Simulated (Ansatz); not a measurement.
Total density of states per atom from plane-wave PAW r²SCAN (Ansatz code), in 0.25 eV bins, energy from the Fermi level:

```tsv
E (eV)	states/eV/atom
-7.80	0.00
-7.55	0.01
-7.30	0.04
-7.05	0.05
-6.80	0.07
-6.55	0.08
-6.30	0.10
-6.05	0.13
-5.80	0.22
-5.55	0.47
-5.30	1.09
-5.05	1.42
-4.80	1.92
-4.55	1.90
-4.30	1.51
-4.05	1.38
-3.80	1.03
-3.55	1.14
-3.30	1.25
-3.05	1.27
-2.80	1.32
-2.55	1.26
-2.30	1.22
-2.05	2.03
-1.80	1.59
-1.55	1.39
-1.30	1.57
-1.05	1.79
-0.80	1.01
-0.55	0.94
-0.30	1.08
-0.05	0.96
0.20	0.60
0.45	0.55
0.70	0.71
0.95	0.55
1.20	0.26
1.45	0.34
1.70	2.05
1.95	1.81
2.20	1.27
2.45	1.60
2.70	0.90
2.95	0.67
```

Problem. Which compound is it?
(A) TiRh3, Cu3Au type
(B) SrTe, rock salt
(C) BeS, CsCl type
(D) YMnO3, Pnma (Y on 4c, Mn on 4a, O on 4c, O on 8d)

Solution. A, TiRh3, Cu3Au type. Within 0.5 eV of the Fermi level: Rh 4d 66 %, Ti 3d 19 %, Ti 4s 6 %. Projections are on Löwdin-orthogonalised atomic valence shells; empty p or d shells of many metals are not among them.

Space group Pm-3m (Cu3Au type). The first step of the workflow began from a Materials Project structure, measured or hypothetical; the Crystallography Open Database files this formula in space group No. 221, but the cells were not matched. Whether it is the stable phase at ambient conditions was not checked. The r²SCAN relaxation kept the symmetry of its start; whether a distortion lowers the energy is not shown. The run is not spin-polarised. Spin–orbit coupling is left out wherever it is not named.

Potentials: the later of the program's two PAW sets.
